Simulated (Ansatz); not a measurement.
# Telling polymorphs of SrCaLaBiO₆ apart by La-139

Method: Kohn–Sham DFT in Ansatz, r2SCAN, plane waves and PAW, scalar-relativistic, 500 eV cutoff. Q(La-139) = 206.0 mb, I = 7/2. The cells come from the Materials Project (computed, not necessarily observed phases), with the atoms as given or relaxed (PBE, cell held). Calculated pressures reach 5 GPa in size and forces 0.5 eV/Å in them. Spin–orbit coupling is left out, which moves gradients at and beside heavy atoms (Bi, La) by some per cent and at some sites by far more.

Question: Rank the structures by their largest La-139 |C_Q|, smallest first.
A.
SrCaLaBiO6
```cif
data_SrCaLaBiO6
_symmetry_space_group_name_H-M 'P-4n2'
_symmetry_Int_Tables_number 118
_cell_length_a 5.9771
_cell_length_b 5.9771
_cell_length_c 8.6366
_cell_angle_alpha 90.000
_cell_angle_beta 90.000
_cell_angle_gamma 90.000
loop_
_atom_site_label
_atom_site_type_symbol
_atom_site_symmetry_multiplicity
_atom_site_Wyckoff_symbol
_atom_site_fract_x
_atom_site_fract_y
_atom_site_fract_z
Sr Sr 2 d 0.5000 0.0000 0.2500
Ca Ca 2 b 0.0000 0.0000 0.5000
La La 2 c 0.0000 0.5000 0.2500
Bi Bi 2 a 0.0000 0.0000 0.0000
O9 O 4 e 0.0000 0.0000 0.2436
O13 O 8 i 0.3200 0.1570 0.9866
```
B.
SrCaLaBiO6
Space group Pc (No. 7); a = 5.9068, b = 6.1288, c = 10.3574 Å, β = 124.69°.

```
site  Wyckoff  site symmetry       x       y       z
  Sr       2a              1  0.7637  0.7964  0.7513
  Ca       2a              1  0.4995  0.7542  0.0011
  La       2a              1  0.2358  0.3071  0.7545
  Bi       2a              1  0.9999  0.2471  0.0006
  O9       2a              1  0.8928  0.9515  0.0658
 O10       2a              1  0.1294  0.4753  0.4318
 O13       2a              1  0.7662  0.4450  0.0522
 O14       2a              1  0.2350  0.9354  0.4403
 O17       2a              1  0.3404  0.6939  0.7376
 O18       2a              1  0.6372  0.2022  0.7648
```

Answer: B (66.5 MHz), A (165 MHz).

The crystals are a selection from a larger pool of database entries, not a random sample of it.
